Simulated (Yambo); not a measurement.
BaO is modelled in the hexagonal space group P6₃/mmc (No. 194), the NiAs type structure, Pearson symbol hP4. Conventional cell: a = 3.7434 Å, b = 3.7434 Å, c = 6.5331 Å, α = 90.00°, β = 90.00°, γ = 120.00°. O on 2a has 6 Ba at 2.709 Å (octahedral). Ba on 2c sees 6 O at 2.709 Å (trigonal prismatic). (Neighbours: up to the widest gap in distance over summed covalent radii, below 1.35, at either atom; cation-cation contacts left out.)

BaO (NiAs type, space group P6_3/mmc, No. 194) under isotropic strain (on all lattice vectors), counted from the cell relaxed with PBEsol, atoms relaxed at each step. PBEsol (Quantum ESPRESSO, PseudoDojo norm-conserving, 84 Ry, scalar-relativistic); G0W0 in Yambo (6×6×2 Γ-centred k mesh, 121 bands and a 7 Ry block in the screening, 121 bands in G with the Bruneval-Gonze terminator, plasmon pole fitted at 27.2 eV).

Unstrained, the direct gap at M is 2.45 eV in PBEsol and 3.54 eV in G0W0.

Task: How fast does it move with strain?

Result: Between -0.7 % and +1 % the direct gap at M has a volume deformation potential dE/dlnV of 0.8 eV in G0W0 and 0.7 eV in PBEsol. (G0W0: 3.522 eV at -0.7 %, 3.560 eV at +1 %; Δ ln V = 3 ln(1.01/0.993) = 0.0509.) Convergence of the GW settings isn't established. 

This is not the ordinary phase of the substance; no match was found in the copy of COD used, and its stability was not checked.
